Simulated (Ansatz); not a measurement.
An element in the bcc structure gives these cold pressures by all-electron LAPW under PBEsol (Ansatz 0.2.0, scalar-relativistic, no spin polarisation).

```json
{"V (Å³/atom)": "14.68", "P (GPa)": "0.09"}
{"V (Å³/atom)": "12.92", "P (GPa)": "64.5"}
{"V (Å³/atom)": "11.45", "P (GPa)": "162.3"}
{"V (Å³/atom)": "9.99", "P (GPa)": "335.4"}
{"V (Å³/atom)": "8.52", "P (GPa)": "655.6"}
{"V (Å³/atom)": "7.34", "P (GPa)": "1123"}
{"V (Å³/atom)": "6.31", "P (GPa)": "1859"}
```

(1) Which element is it?

## Answers

(1) Re. Its zero-pressure volume in this structure is near 14.7 Å³/atom; the volume and the steepness of P(V) together point to it, though neighbours can come close. Other candidates weren't computed, and some may come near.
